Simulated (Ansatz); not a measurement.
# YTl: moving Tl off its site

YTl, Pm-3m, a = 3.751 Å (as given, not relaxed at this level: 1.6 GPa). The structure is a COD entry; whether it is the stable form wasn't checked. Ansatz: r2SCAN, PAW, 500 eV, Γ-centred 12×12×12 mesh on 2 atoms, Gaussian smearing 0.15 eV; no spin polarisation.

```xyz
2
Lattice="3.7510 0.0000 0.0000 0.0000 3.7510 0.0000 0.0000 0.0000 3.7510" Properties=species:S:1:pos:R:3 pbc="T T T"
Y     1.8755    1.8755    1.8755
Tl    0.0000    0.0000    0.0000
```

Atom 2 (Tl) moves by x along the unit vector (-1.000, 0.000, 0.000), with its periodic images; all else is held. y is the free energy of the cell over the start, F the force along the path summed over the moved atoms. Symmetry makes y even in x.

```tsv
x (Å)	y (meV)	F (eV/Å)
-0.1000	?	?
-0.0500	3.07	0.12
0.0000	0.00	0.00
0.0125	0.19	-0.03
0.0250	0.77	-0.06
0.0375	1.73	-0.09
0.0625	4.80	-0.15
0.0750	6.92	-0.19
0.0875	9.44	-0.22
```

Q: Fit y = c2 x² + c4 x⁴ to the energies of the other rows, give the force constant, and predict energy and force of the missing row.

A: Least squares on the rows shown. y = 1226 x² + 941.0 x⁴. The force constant is 2 c2 = 2.45 eV/Å² (for all images moving together, not for a lone atom). With two atoms in a cubic cell this is the optical mode at Γ (in a metal it hangs on mesh and smearing): ω = 521.5 √(2 c2/μ) = 104 cm⁻¹ for μ = 61.96 u. The force −dy/dx at the missing row is 0.25 eV/Å (computed 0.25). At x = -0.1000 the fit asked for gives 12.35 meV. The run gave 12.34 meV, so the fit is 0.01 meV too high, a small miss on the scale of the series.

Spin–orbit coupling is left out, which can shift energies with elements as heavy as these.